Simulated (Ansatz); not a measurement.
Relaxed-ion elastic tensor of Rb (bcc (W type), Im-3m) in GPa (Voigt order), DFT-PBE in the program Ansatz with PAW potentials; density 1.56 g/cm³, 91.19 Å³ per atom.

```
3.0  2.6  2.6  0.0  0.0  0.0
2.6  3.0  2.6  0.0  0.0  0.0
2.6  2.6  3.0  0.0  0.0  0.0
0.0  0.0  0.0  2.0  0.0  0.0
0.0  0.0  0.0  0.0  2.0  0.0
0.0  0.0  0.0  0.0  0.0  2.0
```

Is the crystal mechanically stable?

Yes: the smallest eigenvalue of C is 0.4 GPa.

Work out the Voigt, Reuss and Hill averages.

K_V = 2.8, K_R = 2.8, K_H = 2.8; G_V = 1.3, G_R = 0.4, G_H = 0.9 GPa.

Give Young's modulus, Poisson's ratio, Pugh's ratio and the universal anisotropy index.

E = 9KG/(3K + G) = 2.3 GPa; ν = 0.36; K/G = 3.23 (ductile by the Pugh limit of 1.75); A_U = 5G_V/G_R + K_V/K_R − 6 = 9.04.

Estimate the sound speeds and the Debye temperature.

v_l = √((K + 4G/3)/ρ) = 1580 m/s, v_t = √(G/ρ) = 741 m/s, mean 834 m/s; Θ = (h/k)(3n/4πV)^(1/3) v_m = 55.1 K.

Give the Zener ratio and Young's modulus along [100], [110] and [111].

A = 2C44/(C11 − C12) = 9.43; 1/E = S11 − 2(S11 − S12 − S44/2)Γ with Γ = 0, 1/4, 1/3 gives 0.6, 1.8, 4.8 GPa.

Solve the Christoffel equation for the three sound speeds along [100], [110], [111].

Eigenvalues of C_ijkl n_j n_l equal ρv². In km/s, slowest first: [100] 1.12, 1.12, 1.40; [110] 0.37, 1.12, 1.75; [111] 0.71, 0.71, 1.86.

The cell was relaxed with PBE under the symmetry of its start. As this level gives no gap, shear constants depend on the k-mesh and smearing (Fermi–Dirac, 0.1 eV here).

Potentials: the earlier of the program's two PAW sets.
